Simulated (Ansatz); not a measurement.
With plane-wave PAW r²SCAN (Ansatz code), CuAu in the monoclinic phase (Pm; Pearson symbol mP16) relaxes to a = 7.825 Å, b = 3.812 Å, c = 7.846 Å, β = 90.2°. Cu on 1a has 12 nearest neighbours from 2.59 Å (cuboctahedral); Cu on 1b has 12 nearest neighbours from 2.60 Å (cuboctahedral). Against the elements it lies at -0.028 eV/atom, with no fitted shifts.

Electronic character: metallic (no gap).

The start of the workflow was typed in or built on a structure type; neither database checked (COD, Materials Project) lists it. It is not the phase usual at ambient conditions (space group No. 123). Symmetry was held in the r²SCAN relaxation; whether a distortion lowers the energy is not shown. The run is not spin-polarised. Axis ratios of metals converge slowly with the k-mesh, so a and c are less sure than the volume. The references are the lowest solids computed at this level, not always the standard phases. Scalar-relativistic: spin–orbit coupling is off unless named, which matters more the heavier the elements.

Potentials: the earlier of the program's two PAW sets. The files were generated under PBE; for other functionals the program regenerates the frozen cores, and for LDA and PBEsol the local potential too.
